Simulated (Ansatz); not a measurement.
## Wurtzite alloy of CdS and CdSe (5 of 8 S sites exchanged), 16 atoms with displaced atoms

A calculation with Ansatz 0.2.0 (PAW, plane waves); the settings stand in the input.

Input file:

```yaml
accuracy: low
crystal:
  lattice:
    - [8.468619, 0.000000, 0.000000]
    - [0.000000, 7.334040, 0.000000]
    - [0.000000, 0.000000, 6.902915]
  atoms:
    - { symbol: Cd, position: [0.251143, 0.165381, 0.502968] }
    - { symbol: Cd, position: [0.003547, 0.664158, 0.500810] }
    - { symbol: Cd, position: [0.749659, 0.165217, 0.499655] }
    - { symbol: Cd, position: [0.504019, 0.667016, 0.501081] }
    - { symbol: Cd, position: [0.000370, 0.331928, 0.002077] }
    - { symbol: Cd, position: [0.502930, 0.333407, 0.996518] }
    - { symbol: Cd, position: [0.247733, 0.831162, 0.998613] }
    - { symbol: Cd, position: [0.749401, 0.831927, 0.000277] }
    - { symbol: Se, position: [0.997987, 0.331559, 0.377868] }
    - { symbol: Se, position: [0.500122, 0.336598, 0.374796] }
    - { symbol: Se, position: [0.250935, 0.165432, 0.875458] }
    - { symbol: Se, position: [0.749997, 0.166994, 0.871621] }
    - { symbol: Se, position: [0.501312, 0.665064, 0.876617] }
    - { symbol: S, position: [0.249650, 0.832840, 0.380068] }
    - { symbol: S, position: [0.746791, 0.833248, 0.382250] }
    - { symbol: S, position: [0.001730, 0.675255, 0.876708] }
  symmetry: { detect: false }
kpoints:
  mp_grid: { grid: [1, 1, 1], shift: [0.25, 0.25, 0.25] }
hamiltonian:
  xc: pbesol
scf:
  occupations: { method: fermi_dirac, width: 0.01 }
  max_iter: 60
  mixing: { algorithm: linear }
output:
  forces: true
  eigenvalues: true
  stress: true
```

Started with:

```sh
ansatz run in.yaml --threads 2 --pin off --max-ram 30400MiB --runs-dir r --events-out ev --progress --plain
```

The output:

```
Error: YAML parse error: error: line 32 column 24: unknown variant `linear`, expected one of auto, anderson, broyden, msr1
  --> <input>:32:24
   |
30 |   occupations: { method: fermi_dirac, width: 0.01 }
31 |   max_iter: 60
32 |   mixing: { algorithm: linear }
   |                        ^ unknown variant `linear`, expected one of auto, anderson, broyden, msr1
33 | output:
34 |   forces: true
   |
```

The input was rejected before any iteration.
